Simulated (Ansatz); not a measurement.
A relaxed 1×1 slab of 3 planes, cut along (110) from a bcc crystal of one element, has a cell area of 5.74 Å² and a bulk spacing of 2.014 Å between its first planes. All-electron LAPW in Ansatz 0.2.0 (PBE, scalar-relativistic, ferromagnetic start) gives γ = 3.32 J/m², Φ = 4.85 eV and a change of the outer spacing of -3.4 %. The bcc structure needn't be the element's own.

Question: Which element is it?

Answer: Cr. This is the case that was computed; others weren't tested.
